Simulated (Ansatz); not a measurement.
ZrC: the volume at rest

ZrC in the rock-salt structure, starting from this typed cell of 13.06 Å³ an atom.

```
Zr C
1.0
     0.00000    2.35500    2.35500
     2.35500    0.00000    2.35500
     2.35500    2.35500    0.00000
Zr C
1 1
Direct
  0.00000 0.00000 0.00000
  0.50000 0.50000 0.50000
```

Settings of the Ansatz calculation: k mesh 8×8×8; Fermi–Dirac smearing of 0.1 eV; no spin. Cell and atoms are relaxed to zero stress with the symmetry kept and no dispersion correction.

Caveats: coarse k mesh.

Question: What volume results under PBE, LDA, PBEsol, and how much do the potentials matter?

Answer: 
```tsv
functional	potentials	cutoff (eV)	volume (Å³/atom)	change (%)
PBE	all-electron PAW datasets (no frozen core)	340	13.06	0.0
PBE	Ansatz hand-made PAW	820	13.06	0.0
PBE	PseudoDojo norm-conserving	1116	13.06	0.0
PBE	Ansatz norm-conserving	1116	13.06	0.0
LDA	Ansatz hand-made PAW	820	12.50	-4.3
LDA	PseudoDojo norm-conserving	1116	12.52	-4.2
PBEsol	Ansatz hand-made PAW	820	12.73	-2.6
PBEsol	PseudoDojo norm-conserving	1116	12.74	-2.5
```

From smallest to largest: LDA, PBEsol, PBE.
